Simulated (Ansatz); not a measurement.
Relaxed InSb (zinc blende):

```yaml
crystal:
  lattice:
    - [0.00000, 6.51915, 6.51915]
    - [3.25957, 0.00000, 3.25957]
    - [3.25957, 3.25957, 0.00000]
  atoms:
    - { symbol: Sb, position: [0.37500, 0.75000, 0.75000] }
    - { symbol: Sb, position: [0.87500, 0.75000, 0.75000] }
    - { symbol: In, position: [0.00000, 0.00000, 0.00000] }
    - { symbol: In, position: [0.50000, 0.00000, 0.00000] }
```

In this cell atom 3 (In, nearest neighbour Sb at 2.823 Å; its periodic images, 4.6 Å or more away, move with it) is moved by s along Cartesian [111], unit vector (0.577, 0.577, 0.577); all other atoms and the cell stay fixed.

The numbers are results of PBEsol (plane waves to 420 eV, PAW, scalar-relativistic; Ansatz, an electronic-structure program), not measurements. k mesh 5×10×10 (Γ-centred), Fermi-Dirac smearing 0.05 eV. Compression counts positive. Left out: 1 of 11 points, with atoms too close for the PAW data. With partly filled bands, energies and forces of such displacements shift with the k mesh and the smearing. F⊥ is the part of the force across the line. At this level the bands of InSb touch or barely overlap; measurements give the solid a gap. InSb was relaxed with its symmetry unable to fall. Spin-orbit coupling is left out, though Sb is heavy. 

| s (Å) | |F⊥| (eV/Å) | P (GPa) |
|---|---|---|
| -0.680 | 0.307 | 7.9 |
| -0.510 | ___ | 3.7 |
| -0.340 | ___ | 1.3 |
| -0.170 | ___ | 0.3 |
| 0.000 | 0.000 | 0.0 |
| 0.170 | 0.054 | 0.2 |
| 0.340 | 0.105 | 0.6 |
| 0.510 | 0.162 | 1.2 |
| 0.680 | 0.223 | 1.6 |
| 0.850 | 0.289 | 1.9 |

Task: What belongs in the gaps?

Result: 
- -0.510, |F⊥| (eV/Å): 0.214
- -0.340, |F⊥| (eV/Å): 0.130
- -0.170, |F⊥| (eV/Å): 0.060

(A displaced cell: forces are minus the slopes of the energy, force constants its curvatures, and phonons follow from these.)
